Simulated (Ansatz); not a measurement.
Cu (body-centred tetragonal, I4/mmm) at seven volumes, LDA in the plane-wave PAW code Ansatz, shape and atoms relaxed at each. One row is withheld.

```csv
V (Å³/atom),P (GPa)
9.951,22.21
10.279,13.44
10.607,6.12
10.935,0.01
11.263,-5.09
11.591,?
11.919,-12.84
```

**Question.** Fit the shown pressures and predict the withheld one.

**Answer.** P = (3/2)B₀(x^(7/2) − x^(5/2))[1 + (3/4)(B′ − 4)(x − 1)] with x = (V₀/V)^(2/3). Least squares on the six rows gives V₀ = 10.936 Å³/atom, B₀ = 185 GPa, B′ = 5.05. At V = 11.591, x = 0.9620 and P = -9.29 GPa. The run itself gave -9.33 GPa.

The workflow started from a Materials Project entry (that database holds measured and hypothetical structures alike); the Crystallography Open Database copy checked does not list it. It is not the phase usual at ambient conditions (space group No. 225). Symmetry was held in the LDA relaxation. At this level the phase is mechanically unstable. No spin polarisation was allowed.

Potentials: the later of the program's two PAW sets.
